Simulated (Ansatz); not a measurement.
**Structure relaxation, P**

The start is a generated cell, P built in the hcp structure type. The cell and all atomic positions are relaxed at zero pressure with PBE (plane waves to 420 eV, PAW, scalar-relativistic; Ansatz, a first-principles code). The first steps use a coarse 10×10×5 k-mesh.

Initial structure:
```
CELL_PARAMETERS angstrom
      2.74868     0.00000     0.00000
     -1.37434     2.38043     0.00000
      0.00000     0.00000     4.46275
ATOMIC_POSITIONS crystal
  P  0.33333 0.66667 0.25000
  P  0.66667 0.33333 0.75000
```

| Property | Result |
|---|---|
| Outcome | The space group stays P6₃/mmc (No. 194) (the run could not lower it), with 2 atoms in the primitive cell |
| Energy released | 0.41 eV/atom |
| Volume change | +3.8 %, from 14.60 to 15.16 Å³/atom |
| Shortest distances (start → end) | The closest pairs of elements (up to four, under 3.6 Å), start → end: P–P 2.74 → 2.49 Å |
| Band gap at the end | no gap (metallic) |
| Optimiser moves | 21 |

Final values are on a 16×16×14 k-mesh of the relaxed cell. No spin polarisation in the result.

The run could not lose the symmetry of its start, so the end can be a saddle point.

All atoms sit on sites fixed by symmetry, so only the cell could relax.

The relaxed structure here is a generated cell of P: the first start was made by placing the elements on the sites of a structure type, and the end was not matched to a known phase here, so it may be hypothetical. Known forms of P include space group No. 64.
